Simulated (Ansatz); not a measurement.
Theory: DFT PBE, scalar-relativistic, plane waves, PAW, and for the lanthanide a 4f-in-core norm-conserving potential (Ansatz). All cells share a 770 eV cutoff and Γ-centred k meshes spaced at most about 0.3 Å⁻¹ (about 0.25 or finer for metals, 2π included). No spin polarisation in the final relaxations.

These are static total energies at zero pressure. All come from trial cells, and lower structures may exist.

Question: Order these relaxed structures of Er4Cl by energy, lowest first, with the energy over the lowest of them.
A.

```xyz
5
Lattice="5.0769 0.0000 0.0000 -2.5385 4.3967 0.0000 0.0000 0.0000 8.7953" Properties=species:S:1:pos:R:3 pbc="T T T"
Er    0.0000    2.9312    0.0000
Er    2.5385    1.4656    0.0000
Er    0.0000    0.0000    6.3238
Er    0.0000    0.0000    2.4715
Cl    0.0000    0.0000    0.0000
```

B.

```xyz
5
Lattice="5.1924 0.0000 0.0000 0.0000 5.1924 0.0000 0.0000 0.0000 5.1924" Properties=species:S:1:pos:R:3 pbc="T T T"
Er    2.5962    0.0000    0.0000
Er    0.0000    2.5962    0.0000
Er    0.0000    0.0000    2.5962
Er    2.5962    2.5962    2.5962
Cl    0.0000    0.0000    0.0000
```

C.

```xyz
5
Lattice="-3.3130 3.3130 3.3130 3.3130 -3.3130 3.3130 3.3130 3.3130 -3.3130" Properties=species:S:1:pos:R:3 pbc="T T T"
Er    1.6565    1.6565    1.6565
Er   -1.6565    1.6565    1.6565
Er    1.6565    1.6565   -1.6565
Er    1.6565   -1.6565    1.6565
Cl    0.0000    0.0000    0.0000
```

Answer: B (0 meV/atom), C (578 meV/atom), A (991 meV/atom). Forms: B Pm-3m; C Im-3m; A P6/mmm. Counting Er atoms around Cl (those within 1.25 times the shortest such distance or 1.15 times the sum of covalent radii, 1.27 where that leaves under three; a plus sign parts nearer from farther groups): B has Cl 6; C has Cl 8; A has Cl 2+6.

A magnetic state wasn't ruled out in cells without spin, among them Pm-3m, Im-3m, P6/mmm. Cells relaxed within their symmetry can be saddle points. Some structure types and database cells were kept out of the candidates from the start, so a known form may be missing.

The lanthanide is trivalent by construction, without f bands, f moments or other valences.
